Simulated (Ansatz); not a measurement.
Ga, DFT, LDA, PAW with Ansatz's default frozen-core files, scalar-relativistic (Ansatz 0.2.0), run on 1 thread of Arm Neoverse N1 on a shared host.

The cell is COD entry 9012723, as deposited and not checked against the literature; nothing was relaxed. The listed cell was then made from it by scaling, straining or moving an atom.

Command: `ansatz run input.yaml --threads 1 --pin off --max-ram 3072MiB --backend cpu --events-out ev --progress --plain --runs-dir out`

```yaml
crystal:
  lattice:
    - [-1.404, 1.404, 2.25129]
    - [1.404, -1.404, 2.25129]
    - [1.404, 1.404, -2.25129]
  atoms:
    - { symbol: Ga, position: [0.0, 0.0, 0.0] }
kpoints:
  mp_grid: { grid: [14, 14, 16] }
scf:
  occupations: { method: fermi_dirac, width: 0.05 }
hamiltonian:
  xc: lda
  pseudopotentials: { kind: paw }
output:
  forces: true
  stress: true
  eigenvalues: true
  efg: { contact_densities: true }
```

How large is the problem that the program sets up?

849 irreducible k-points, 347 plane waves at Γ, 11 bands.

Estimate the wall time and the peak memory.

18 s of wall time for 6 SCF iterations, with a peak of 0.45 GiB. Times on shared machines scatter by tens of per cent.

And the same cell and mesh by crystal-made all-electron datasets, asked for forces, stress, eigenvalues, efg, on the same hardware?

72 s, peak memory 0.61 GiB.
